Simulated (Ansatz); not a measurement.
TiSi2:
Space group Fddd, origin choice 1 (No. 70); a = 4.723 Å, b = 8.122 Å, c = 8.444 Å, α = β = γ = 90.00°

```json
[
 {"atom": "Ti", "site": "8b", "symmetry": "222", "x": "0.5000", "y": "0.5000", "z": "0.5000"},
 {"atom": "Si", "site": "16f", "symmetry": ".2.", "x": "0.0000", "y": "0.1639", "z": "0.0000"}
]
```
(The calculation used a cell of 6 atoms; values per cell refer to that cell.)

Relaxed at zero pressure with LDA in the plane-wave PAW code Ansatz.

Problem. The volume is lowered by 9 % and shape and atoms relax at that volume. What pressure results, and how do the axes share the change?

Solution. 18.2 GPa; a -3.2 %, b -3.6 %, c -2.5 %; the energy rises by 63 meV/atom.

Problem. Give the new structure.

Solution. 
Space group Fddd, origin choice 1 (No. 70); a = 4.573 Å, b = 7.828 Å, c = 8.235 Å, α = β = γ = 90.00°

```
atom  site  symmetry       x       y       z
----  ----  --------  ------  ------  ------
Ti      8b       222  0.5000  0.5000  0.5000
Si     16f       .2.  0.0000  0.1642  0.0000
```

The phase is kept; no other phase was compared at this pressure.

The LDA relaxation kept the symmetry of its start. No spin polarisation was allowed.

Potentials: the earlier of the program's two PAW sets. The files were generated under PBE; for other functionals the program regenerates the frozen cores, and for LDA and PBEsol the local potential too.
